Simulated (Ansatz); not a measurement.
**Calculated with Ansatz: Lu$_{2}$Pd$_{2}$Pb, relaxation**

Input:

```yaml
crystal:
  lattice:
    - [7.7346665, 0.0, 0.0]
    - [0.0, 7.7346665, 0.0]
    - [0.0, 0.0, 3.57918098]
  atoms:
    - { symbol: Pd, position: [0.3717, 0.8717, 0.0] }
    - { symbol: Pd, position: [0.1283, 0.3717, 0.0] }
    - { symbol: Pd, position: [0.6283, 0.1283, 0.0] }
    - { symbol: Pd, position: [0.8717, 0.6283, 0.0] }
    - { symbol: Lu, position: [0.1684, 0.6684, 0.5] }
    - { symbol: Lu, position: [0.3316, 0.1684, 0.5] }
    - { symbol: Lu, position: [0.8316, 0.3316, 0.5] }
    - { symbol: Lu, position: [0.6684, 0.8316, 0.5] }
    - { symbol: Pb, position: [0.0, 0.0, 0.0] }
    - { symbol: Pb, position: [0.5, 0.5, 0.0] }
  symmetry: { tolerance: 0.0003 }
kpoints:
  mp_grid: { grid: [4, 4, 9], shift: [0, 0, 0] }
magnetization:
  spin_polarized: false
scf:
  occupations: { method: fermi_dirac }
  lower_state_search: "off"
hamiltonian:
  pseudopotentials: { kind: paw }
  xc: r2scan
basis:
  ecutwfc: 500
  fft_grid_basis: typed
relax:
  max_steps: 40
  cell: { p_target: 0.0 }
  f_tol: 0.03
output:
  forces: true
  stress: true
  eigenvalues: true
  bader: true
  populations: true
  elf: true
  write_potential: true
  volumetric_format: npy
  dos:
    e_range: [-12, 8]
    de: 0.05
    projected: { site_lists: { Lu: [Lu], Pb: [Pb], Pd: [Pd] } }
  write_density: true
checkpoint:
  read: saved_state
```

Launch command:

```bash
ansatz run input.yaml --threads 2 --pin off --max-ram 2560MiB --backend cpu --events-out ev --progress --plain --runs-dir out
```

Origin of the cell: a database entry, scaled a little.

The smearing width isn't typed, so it takes its default of 0.1 eV.

The saved state is a converged single point of the same cell.

Output (shortened):

```
SCF iter   1: F=-110768.259428 eV  HF=-110768.251394 eV  Δρ=1.88e-3  dr2=8.52e-3  dr2_τ=2.27e-3
SCF iter   2: F=-110768.261905 eV  HF=-110768.261834 eV  Δρ=1.11e-3  dr2=3.63e-3  dr2_τ=1.87e-4
SCF iter   3: F=-110768.262396 eV  HF=-110768.262846 eV  Δρ=5.91e-4  dr2=1.10e-3  dr2_τ=9.49e-5
SCF iter   4: F=-110768.262838 eV  HF=-110768.262821 eV  Δρ=2.18e-4  dr2=1.14e-4  dr2_τ=4.99e-6
SCF iter   5: F=-110768.262760 eV  HF=-110768.262881 eV  Δρ=1.59e-4  dr2=4.15e-5  dr2_τ=5.38e-6
SCF iter   6: F=-110768.262427 eV  HF=-110768.262427 eV  Δρ=6.78e-5  dr2=8.40e-6  dr2_τ=6.52e-7
SCF iter   7: F=-110768.262432 eV  HF=-110768.262431 eV  Δρ=2.85e-5  dr2=2.53e-6  dr2_τ=1.15e-7
SCF iter   8: F=-110768.262433 eV  HF=-110768.262433 eV  Δρ=1.26e-5  dr2=3.31e-7  dr2_τ=1.72e-8
SCF iter   9: F=-110768.262433 eV  HF=-110768.262433 eV  Δρ=5.05e-6  dr2=5.32e-8  dr2_τ=3.26e-9
relax step   1: F+E_penalty+E_count = -110768.262433 eV  Δ(F+E_penalty+E_count) = +0.000e0 eV  max|allowed force component| = 1.108e-1 eV/Å  Δτ_max = 0.0000 Å  P = -0.551 GPa  Ω = 214.125 Å³ […]
relax step   2: F+E_penalty+E_count = -110768.266223 eV  Δ(F+E_penalty+E_count) = -3.789e-3 eV  max|allowed force component| = 9.570e-2 eV/Å  Δτ_max = 0.0325 Å  P = +0.738 GPa  Ω = 211.608 Å³ […]
relax step   3: F+E_penalty+E_count = -110768.271784 eV  Δ(F+E_penalty+E_count) = -5.562e-3 eV  max|allowed force component| = 4.646e-3 eV/Å  Δτ_max = 0.0143 Å  P = -0.048 GPa  Ω = 213.149 Å³ […]
relax step   4: F+E_penalty+E_count = -110768.271874 eV  Δ(F+E_penalty+E_count) = -9.020e-5 eV  max|allowed force component| = 1.032e-3 eV/Å  Δτ_max = 0.0008 Å  P = -0.003 GPa  Ω = 213.057 Å³ […]
relax step   5: F+E_penalty+E_count = -110768.271235 eV  Δ(F+E_penalty+E_count) = +6.388e-4 eV  max|allowed force component| = 1.000e-3 eV/Å  Δτ_max = 0.0000 Å  P = -0.005 GPa  Ω = 213.057 Å³  stress off target by 8.65e-3 GPa […]
SCF 5 converged in 6 iterations: F = -110768.271235 eV  dr2 = 5.81e-11
basis re-selected at this cell: Δ(F+E_penalty+E_count) = +6.388e-4 eV, ΔP = -0.002 GPa vs the last step (what re-selecting the basis moved, of the pressure what is left beyond the Pulay corre […]
SCF converged after 6 iterations
Free energy (F): -110768.271235 eV
Harris-Foulkes:  -110768.271235 eV  (|F-HF|=2.91e-11)
Internal energy: -110768.117117 eV  (E = F + TS)
E sigma→0 (E₀):  -110768.194176 eV
Entropy (-TS):   -0.154118 eV (-15.412 meV/atom)
Fermi energy:    16.526835 eV
--- Per-component energies (eV) ---
  E_band       = -634.094070
  E_kinetic    = 4331.452110
  E_local      = -36807.092820  (includes V_loc(G=0)·N_el)
  E_nonlocal   = 3846.988376
  E_hartree    = 15441.948936
  E_xc         = -1918.554390
  E_vxc        = -2398.314797  (∫ρ·V_xc dr)
  E_paw        = -65501.473661  (= ΣΔE_a)
  E_vpaw       = -647.684843  (= ΣTr[D̂ρ^β])
  E_aug_tail   = 0.000516  (compensation charges beyond the density's cutoff)
  E_vtau       = 156.660164  (kinetic-family band-sum trace: ∫τ·v_τ [+ j·A + Jᵃ·Aᵃ] dr)
  E_ewald      = -30164.218935
  E_core_change = 2.832751  (= ΣΔE_core)
  E_smearing   = -0.154118  (= −TS)
  Σ components = -110768.271235   (vs F -110768.271235, Δ=0.00e0)
--- Forces (eV/Å), atoms counted from 1 ---
  atom   1  Pd    -0.001000    -0.001000     0.000000
  atom   2  Pd     0.001000    -0.001000     0.000000
  atom   3  Pd     0.001000     0.001000     0.000000
  atom   4  Pd    -0.001000     0.001000     0.000000
  atom   5  Lu     0.000909     0.000909     0.000000
  atom   6  Lu    -0.000909     0.000909     0.000000
  atom   7  Lu    -0.000909    -0.000909     0.000000
  atom   8  Lu     0.000909    -0.000909     0.000000
  atom   9  Pb     0.000000     0.000000     0.000000
  atom  10  Pb     0.000000    -0.000000     0.000000
  max |Σ_I F_I| component: 8.50e-17 eV/Å
--- Stress (GPa, compression-positive) ---
       -0.008649       0.000000       0.000000
        0.000000      -0.008649       0.000000
        0.000000       0.000000       0.001433
  P = ⅓ Tr σ = -0.0053 GPa (-0.053 kbar)
--- Relaxed structure (4 steps of the walk, 4 accepted, 1 SCFs on fresh bases) ---
  F+E_penalty+E_count = -110768.271235 eV   max|allowed force component| = 1.000e-3 eV/Å   (the final SCF, on the basis selected at the relaxed cell)
  cell:  # Å, volume = 213.0574 Å³
    - [7.707905, 0.0, 0.0]
    - [0.0, 7.707905, 0.0]
    - [0.0, 0.0, 3.586112]
  atoms:
    - { symbol: Pd, position: [0.373435, 0.873435, 0.0] }
    - { symbol: Pd, position: [0.126565, 0.373435, 0.0] }
    - { symbol: Pd, position: [0.626565, 0.126565, 0.0] }
    - { symbol: Pd, position: [0.873435, 0.626565, 0.0] }
    - { symbol: Lu, position: [0.169535, 0.669535, 0.5] }
    - { symbol: Lu, position: [0.330465, 0.169535, 0.5] }
    - { symbol: Lu, position: [0.830465, 0.330465, 0.5] }
    - { symbol: Lu, position: [0.669535, 0.830465, 0.5] }
    - { symbol: Pb, position: [0.0, 0.0, 0.0] }
    - { symbol: Pb, position: [0.5, 0.5, 0.0] }
--- Löwdin populations: 10 sites ---
  site symbol       q [e]
     0     Pd     17.3059
     1     Pd     17.3059
     2     Pd     17.3059
     3     Pd     17.3059
     4     Lu     25.0661
     5     Lu     25.0661
     6     Lu     25.0661
     7     Lu     25.0661
     8     Pb     14.6158
     9     Pb     14.6158
  spilling = 0.006401 (of n_electrons = 200.000000)
--- Bader charges: 10 sites ---
  site symbol  charge [e]  shift [e]
     0     Pd     -1.3289     0.0000
     1     Pd     -1.3289     0.0000
     2     Pd     -1.3289     0.0000
     3     Pd     -1.3289     0.0000
     4     Lu      1.6465     0.0000
     5     Lu      1.6465     0.0000
     6     Lu      1.6465     0.0000
     7     Lu      1.6465     0.0000
     8     Pb     -0.6352     0.0000
     9     Pb     -0.6352     0.0000
  estimated error of the sums over rays = 6.8e-4 e
```

Before:

Space group P4/mbm (No. 127); the run's cell has a = 7.735 Å, b = 7.735 Å, c = 3.579 Å, α = 90.00°, β = 90.00°, γ = 90.00°. Shortest distances: Pd–Pd 2.81 Å, Lu–Pd 2.85 Å, Pb–Pd 3.04 Å, Lu–Pb 3.39 Å, Lu–Lu 3.58 Å, Pb–Pb 3.58 Å.

After:

Space group P4/mbm (No. 127); the run's cell has a = 7.708 Å, b = 7.708 Å, c = 3.586 Å, α = 90.00°, β = 90.00°, γ = 90.00°. Shortest distances: Pd–Pd 2.76 Å, Lu–Pd 2.86 Å, Pb–Pd 3.04 Å, Lu–Pb 3.38 Å, Lu–Lu 3.59 Å, Pb–Pb 3.59 Å.

```yaml
Free_energy_lowered_by: 0.9 meV/atom
Volume_change: -0.50 %
Final_pressure: -0.01 GPa
Relaxation_steps_listed: 5
```

Caveats: no spin-orbit coupling, though heavy elements are present; the relaxation held the start's symmetry, so the end may be a saddle point.

It ran for 6.3 min on 2 threads of Arm Neoverse V2 (shared host), peak memory 1.4 GiB, from a saved density.
